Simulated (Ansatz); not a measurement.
**Relaxation path: TiTe2**

DFT, PBE, PAW with Ansatz's default frozen-core files, scalar-relativistic (Ansatz 0.2.0); a Γ-centred 11×11×6 k mesh, Fermi–Dirac smearing of 0.05 eV, no spin polarisation. The run relaxes cell and atoms at a target pressure of 0 GPa.

Command: `ansatz run input.yaml --threads 1 --pin off --max-ram 3072MiB --backend cpu --events-out ev --progress --plain --runs-dir out` It took 33 s on 1 thread of Intel(R) Xeon(R) 6975P-C (Granite Rapids), on a shared host, peak memory 0.5 GiB.

```yaml
crystal:
  lattice:
    - [3.777, 0.0, 0.0]
    - [-1.8885, 3.2709779501, 0.0]
    - [0.0, 0.0, 6.498]
  atoms:
    - { symbol: Ti, position: [0.0, 0.0, 0.0] }
    - { symbol: Te, position: [0.6666666667, 0.3333333333, 0.2628] }
    - { symbol: Te, position: [0.3333333333, 0.6666666667, 0.7372] }
kpoints:
  mp_grid: { grid: [11, 11, 6] }
scf:
  occupations: { method: fermi_dirac, width: 0.05 }
hamiltonian:
  xc: pbe
  pseudopotentials: { kind: paw }
output:
  forces: true
  stress: true
relax:
  f_tol: 0.005
  max_steps: 50
  cell: {}
```

Each step lists its free energy a cell above the last geometry, the pressure, the cell vectors (Å), and Cartesian positions (Å) with forces (eV/Å).

The first step:

```
step 1  dF = 14.88 meV  P = 0.92 GPa
  cell 3.7770 0.0000 0.0000  -1.8885 3.2710 0.0000  0.0000 0.0000 6.4980
  Ti 0.0000 0.0000 0.0000   0.0000 0.0000 0.0000
  Te 1.8885 1.0903 1.7077   0.0000 0.0000 0.0293
  Te 0.0000 2.1807 4.7903   0.0000 0.0000 -0.0293
```

Spin–orbit coupling is left out, which matters for the heavy atoms.

Where does the relaxation end, and by which steps?

After 7 geometries, with conventional a, b, c = 3.770, 3.770, 6.873 Å, at 28.203 Å³/atom (+5.39 % against the start) in space group P-3m1, with a shortest distance of 2.780 Å. The further steps:
```
step 2  dF = 5.30 meV  P = -0.04 GPa
  cell 3.8087 0.0000 0.0000  -1.9044 3.2984 0.0000  0.0000 0.0000 6.7282
  Ti 0.0000 0.0000 0.0000   0.0000 0.0000 0.0000
  Te 1.9044 1.0995 1.6984   0.0000 0.0000 0.0955
  Te 0.0000 2.1990 5.0298   0.0000 0.0000 -0.0955
step 3  dF = 2.59 meV  P = -0.62 GPa
  cell 3.7835 0.0000 0.0000  -1.8918 3.2766 0.0000  0.0000 0.0000 6.7970
  Ti 0.0000 0.0000 0.0000   0.0000 0.0000 0.0000
  Te 1.8918 1.0922 1.7374   0.0000 0.0000 -0.1324
  Te 0.0000 2.1844 5.0595   0.0000 0.0000 0.1324
step 4  dF = 0.29 meV  P = -0.10 GPa
  cell 3.7779 0.0000 0.0000  -1.8890 3.2718 0.0000  0.0000 0.0000 6.8019
  Ti 0.0000 0.0000 0.0000   0.0000 0.0000 0.0000
  Te 1.8890 1.0906 1.7265   0.0000 0.0000 -0.0179
  Te 0.0000 2.1812 5.0754   0.0000 0.0000 0.0179
step 5  dF = 0.05 meV  P = 0.03 GPa
  cell 3.7725 0.0000 0.0000  -1.8862 3.2671 0.0000  0.0000 0.0000 6.8286
  Ti 0.0000 0.0000 0.0000   0.0000 0.0000 0.0000
  Te 1.8862 1.0890 1.7273   0.0000 0.0000 0.0013
  Te 0.0000 2.1780 5.1013   0.0000 0.0000 -0.0013
step 6  dF = 0.00 meV  P = 0.00 GPa
  cell 3.7714 0.0000 0.0000  -1.8857 3.2661 0.0000  0.0000 0.0000 6.8595
  Ti 0.0000 0.0000 0.0000   0.0000 0.0000 0.0000
  Te 1.8857 1.0887 1.7287   0.0000 0.0000 0.0005
  Te 0.0000 2.1774 5.1307   0.0000 0.0000 -0.0005
step 7  dF = 0.00 meV  P = 0.00 GPa
  cell 3.7703 0.0000 0.0000  -1.8851 3.2651 0.0000  0.0000 0.0000 6.8730
  Ti 0.0000 0.0000 0.0000   0.0000 0.0000 0.0000
  Te 1.8851 1.0884 1.7296   0.0000 0.0000 -0.0001
  Te 0.0000 2.1768 5.1434   0.0000 0.0000 0.0001
step 8  dF = -0.67 meV  P = 0.00 GPa  (same geometry on a basis chosen anew; earlier energies don't compare to the last digit)
  cell 3.7703 0.0000 0.0000  -1.8851 3.2651 0.0000  0.0000 0.0000 6.8730
  Ti 0.0000 0.0000 0.0000   0.0000 0.0000 0.0000
  Te 1.8851 1.0884 1.7296   0.0000 0.0000 -0.0002
  Te 0.0000 2.1768 5.1434   0.0000 0.0000 0.0002
```
